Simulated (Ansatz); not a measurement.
This cell of ZnS (wurtzite) is off equilibrium:

```
CELL_PARAMETERS angstrom
      3.86330     0.00000     0.00000
     -1.93165     3.34572     0.00000
      0.00000     0.00000     6.33856
ATOMIC_POSITIONS crystal
  Zn 0.66667 0.33333 0.99975
  Zn 0.33333 0.66667 0.49975
  S  0.66667 0.33333 0.62545
  S  0.33333 0.66667 0.12545
```

All values below come from r2SCAN (plane waves to 500 eV, PAW, scalar-relativistic; Ansatz, a quantum-chemistry and plane-wave program). k mesh 10×10×6 (Γ-centred), Fermi-Dirac smearing 0.05 eV. Energies are smeared free energies. Compression counts positive. The PAW data are Ansatz's earlier set. ZnS was relaxed with its symmetry unable to fall.

### Question
Give the stress tensor in GPa and the pressure.

### Answer
```
  -3.09     0.00     0.00
   0.00    -3.09     0.00
   0.00     0.00    -3.16
```
The pressure, a third of the trace, is -3.11 GPa.

### Question
It is the relaxed cell scaled evenly to V/V₀ = 1.045, atoms relaxed where free. What is its energy relative to the relaxed cell?

### Answer
8.9 meV/atom.

(A scan under strain: stresses follow from slopes of the energy per volume, elastic moduli from its curvatures.)
